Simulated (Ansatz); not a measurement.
Tl (hcp, Mg type)

```yaml
crystal:
  lattice:
    - [7.21657, 0.00000, 0.00000]
    - [-1.80414, 3.12487, 0.00000]
    - [0.00000, 0.00000, 5.57421]
  atoms:
    - { symbol: Tl, position: [0.16667, 0.66667, 0.75000] }
    - { symbol: Tl, position: [0.66667, 0.66667, 0.75000] }
    - { symbol: Tl, position: [0.33333, 0.33333, 0.25000] }
    - { symbol: Tl, position: [0.83333, 0.33333, 0.25000] }
```

Scan: atom 1 (Tl, nearest neighbour Tl at 3.480 Å; its periodic images, 3.6 Å or more away, move with it) is displaced along Cartesian z, direction (0.000, 0.000, 1.000) in Cartesian axes, by s. The other atoms stay.

These are PBE (plane waves to 420 eV, PAW, scalar-relativistic; Ansatz, an electronic-structure program) values and carry that method's errors. k mesh 6×12×7 (Γ-centred), Fermi-Dirac smearing 0.05 eV. Energies are smeared free energies. With partly filled bands, energies and forces of such displacements shift with the k mesh and the smearing. Spin-orbit coupling is left out, though Tl is heavy. The relaxed volume of Tl is well above the measured one; the method has no dispersion term. Tl was relaxed with its symmetry unable to fall. ΔE is measured from the undisplaced structure. The last digit holds for this mesh only.

```
s (Å)   ΔE (meV/cell)
------  -------------
-0.350          132.4
-0.280           84.0
-0.210           47.0
-0.140           20.8
-0.070            5.2
0.000             0.0
0.070             5.2
0.140            20.8
0.210            47.0
0.280            84.0
0.350           132.4
```

Question: What force constant k = d²E/ds² at s = 0 does the table give?

Answer: 2.1 eV/Å². It is the second difference of the nearest points, corrected with the next pair.

Question: With k = 2.12 eV/Å² from the forces, is the well harmonic out to s = 0.350 Å?

Answer: ½ks² = 130 meV/cell against the computed 132 meV/cell, so the well is close to harmonic there.

(For displaced atoms, the force is minus the slope of the energy, and its curvature is a force constant, which sets phonon frequencies.)
